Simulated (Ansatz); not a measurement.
## Kick test of a cell of B3Pd

The structure comes from a proposed guess, relaxed at this level; another structure or a mixture of phases may lie lower.

Method: DFT PBE, scalar-relativistic, plane waves, PAW (Ansatz 0.2.0). Plane waves to 420 eV, a k mesh through Γ of 12×12×8 on the computed 4-atom cell and Gaussian smearing (0.10 eV); no spin polarisation.

The cell below (4 atoms, space group P-6m2 (No. 187)) is relaxed within its symmetry.

```
B Pd
1.0
     2.89841    0.00000    0.00000
    -1.44921    2.51010    0.00000
     0.00000    0.00000    4.80458
B Pd
3 1
Direct
  0.00000 0.00000 0.83880
  0.00000 0.00000 0.16120
  0.66667 0.33333 0.00000
  0.33333 0.66667 0.50000
```

For the test a repeat of it with 8 atoms (edges 2.90, 4.80, 5.02 Å) was strained at random (σ = 1.5 % a component), the atoms were moved at random (σ = 0.15 Å), and all was relaxed again on a coarse 8×4×4 mesh (in the run’s order of axes) with 0.20 eV smearing, with no symmetry imposed.

Problem. Does it come back?

Solution. It doesn't return. The energy falls by 9 meV/atom on that mesh, the volume changes by 0.0 %, and the end has space group Pmn2_1 (No. 31) at a loose tolerance. Relaxed again on a 10×6×6 mesh with 0.10 eV smearing, the new structure lies 5 meV/atom below the first (mesh in the axes of the run's cell; the cell below is made exact in the group named). Space group Pmn2_1 (No. 31), orthorhombic, a = 2.918 Å, b = 4.877 Å, c = 4.901 Å. B on its first site is surrounded by 1 B at 1.56 Å, 3 B at 1.83–1.92 Å, 1 Pd at 2.22 Å and 2 Pd at 2.47 Å; B on its second site has 1 B at 1.56 Å, 3 B at 1.80–1.87 Å, 2 Pd at 2.24 Å and 1 Pd at 2.49 Å; B on its third site is surrounded by 6 B at 1.80–1.92 Å; Pd has 3 B at 2.22–2.24 Å and 4 B at 2.47–2.60 Å.

```cif
data_structure
_symmetry_space_group_name_H-M 'P 1'
_symmetry_Int_Tables_number 1
_cell_length_a 2.9177
_cell_length_b 4.8772
_cell_length_c 4.9009
_cell_angle_alpha 90.000
_cell_angle_beta 90.000
_cell_angle_gamma 90.000
_cell_volume 69.74
loop_
_atom_site_label
_atom_site_type_symbol
_atom_site_fract_x
_atom_site_fract_y
_atom_site_fract_z
_atom_site_occupancy
B1 B 0.00000 0.65320 0.97398 1
B2 B 0.50000 0.66295 0.52808 1
B3 B 0.00000 0.33705 0.02808 1
B4 B 0.50000 0.34680 0.47398 1
B5 B 0.50000 0.43782 0.83707 1
B6 B 0.00000 0.56218 0.33707 1
Pd1 Pd 0.00000 0.98350 0.66142 1
Pd2 Pd 0.50000 0.01650 0.16142 1
```
